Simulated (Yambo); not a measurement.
Yambo input for AlCl3 (space group C2/m, No. 12) (a = b = 5.9358 Å, c = 6.1827 Å, α = β = 98.93°, γ = 119.97°), on norm-conserving PBEsol (Quantum ESPRESSO, 58 Ry, without SOC) wavefunctions on a 4×4×4 mesh:

```
optics
chi
dipoles
kernel
FFTGvecs= 40 Ry
Chimod= "HARTREE"
NGsBlkXd= 3 Ry
% QpntsRXd
 1 | 1 |
%
% BndsRnXd
 1 | 131 |
%
GrFnTpXd= "R"
% EnRngeXd
 0.0 | 20.0 | eV
%
% DmRngeXd
 0.2 | 0.2 | eV
%
CGrdSpXd= 50
ETStpsXd= 161
% LongDrXd
 1.0 | 0.0 | 0.0 |
%
```

First lines of the file o-*.eps_q1_inv_rpa_dyson:

```
Absorption @ Q(1):   1.00000000     0.00000000     0.00000000    [q->0 direction]
#
# [ X ] Hartree size     :  109
# [GEN] GF Energies     : Perdew, Burke & Ernzerhof SOL(X)+Perdew, Burke & Ernzerhof SOL(C)
# [GEN] Green`s Function     : Retarded
#
# [GEN] Gauge     : Length
# [GEN] [r,Vnl] included     : yes
#
#    E[1] [eV]     Im(eps)     Re(eps)     Im(eps_o)     Re(eps_o)
#
     0.000000     -0.91560E-10     3.116213     0.73134E-18     3.696008
     0.125000     0.001235     3.116597     0.001658     3.696524
     0.250000     0.002473     3.117753     0.003320     3.698075
     0.375000     0.003719     3.119683     0.004992     3.700666
     0.500000     0.004976     3.122392     0.006679     3.704303
     0.625000     0.006249     3.125890     0.008386     3.708997
     0.750000     0.007540     3.130187     0.010117     3.714763
     0.875000     0.008854     3.135295     0.011880     3.721618
     1.000000     0.010196     3.141231     0.013678     3.729582
     1.125000     0.011571     3.148012     0.015520     3.738679
     1.250000     0.012983     3.155662     0.017410     3.748939
     1.375000     0.014438     3.164205     0.019357     3.760393
     1.500000     0.015942     3.173668     0.021367     3.773080
     1.625000     0.017502     3.184085     0.023449     3.787040
     1.750000     0.019123     3.195491     0.025613     3.802321
     1.875000     0.020815     3.207928     0.027868     3.818977
     2.000000     0.022586     3.221442     0.030226     3.837068
     2.125000     0.024446     3.236084     0.032699     3.856660
     2.250000     0.026405     3.251913     0.035301     3.877830
     2.375000     0.028478     3.268993     0.038048     3.900661
     2.500000     0.030678     3.287400     0.040959     3.925249
     2.625000     0.033021     3.307216     0.044054     3.951701
     2.750000     0.035528     3.328536     0.047358     3.980136
     2.875000     0.038221     3.351466     0.050898     4.010693
     3.000000     0.041127     3.376128     0.054708     4.043526
     3.125000     0.044278     3.402663     0.058827     4.078811
     3.250000     0.047711     3.431230     0.063302     4.116752
     3.375000     0.051475     3.462016     0.068189     4.157581
     3.500000     0.055625     3.495237     0.073558     4.201570
     3.625000     0.060235     3.531148     0.079494     4.249036
     3.750000     0.065393     3.570051     0.086104     4.300350
     3.875000     0.071217     3.612308     0.093527     4.355957
     4.000000     0.077860     3.658355     0.101941     4.416390
```
(The file goes on to the top of the energy range.) Convergence of the RPA response with its 4×4×4 mesh was not tested.

Geometry relaxed with PBE+D3(BJ).
